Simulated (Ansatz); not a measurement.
# K$_{2}$HBr (P-6m2) at 2 levels of theory

One geometry, relaxed with PBE; plane waves with PAW potentials in Ansatz, scalar-relativistic. No spin polarisation. Gaps are the least over mesh and band path; pressure is positive in compression.

```
K H Br
1.0
     4.31464    0.00000    0.00000
    -2.15732    3.73659    0.00000
     0.00000    0.00000    7.71645
K H Br
2 1 1
Direct
  0.66667 0.33333 0.27512
  0.66667 0.33333 0.72488
  0.33333 0.66667 0.50000
  0.00000 0.00000 0.00000
```

| level | cutoff (eV) | k mesh | gap (eV) | pressure (GPa) |
| --- | --- | --- | --- | --- |
| PBE | 420 | 6×6×4 | 3.32 | 0.0 |

Question: What comes out on the same cell with r2SCAN?

Answer:
| level | cutoff (eV) | k mesh | gap (eV) | pressure (GPa) |
| --- | --- | --- | --- | --- |
| r2SCAN | 500 | 6×6×4 | 3.82 | -0.5 |

The structure comes from a generated guess; another structure or a mixture of phases may lie lower.
